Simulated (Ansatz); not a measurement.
# What DFT gives for SrTiO$_{3}$

```xyz
10
Lattice="3.9398 0.0000 0.0000 0.0000 7.8797 0.0000 0.0000 0.0000 3.9398" Properties=species:S:1:pos:R:3 pbc="T T T"
Sr    1.9699    1.9699    1.9699
Sr    1.9699    5.9098    1.9699
Ti    0.0000    0.0000    0.0000
Ti    0.0000    3.9398    0.0000
O     1.9699    0.0000    0.0000
O     1.9699    3.9398    0.0000
O     0.0000    1.9699    0.0000
O     0.0000    5.9098    0.0000
O     0.0000    0.0000    1.9699
O     0.0000    3.9398    1.9699
```

Level: PBE, with U_eff = 1.4 eV on Ti d (all-electron-ortho-atomic projectors), collinear spin; 420 eV; 6×3×6 Γ-centred mesh; cold occupations (width 0.011 eV); Ansatz 0.2.0, fixed geometry.

The state carries no moments; the state need not be the lowest.

**Charges.** Bader charges in e: Sr +1.60, Ti +2.28, O -1.29. In the mean Ti gives up most and O takes most.
**Electronic structure.** The gap is 1.98 eV, indirect or between spins (the least direct gap found is 2.22 eV). A semilocal functional usually gives too small a gap.
**Contacts.** Ti–O at 1.97 Å: least valence density 0.68 e/Å³ and ELF 0.20 there. Sr–O at 2.79 Å: least valence density 0.14 e/Å³ and ELF 0.06 there, a closed-shell (ionic or weak) contact. Both are smooth PAW fields, read partly inside the augmentation spheres.
**Stress.** The pressure is 0.0 GPa (compression positive), so with the atoms held at these fractions the cell is close to zero pressure.
**Band edges.** Within 0.7 eV of the edges, the states project mainly on O p (97 %) below the gap and on Ti d (90 %) above it.

Origin: a database entry at a rescaled volume. Caveats: the input typed no starting moments.
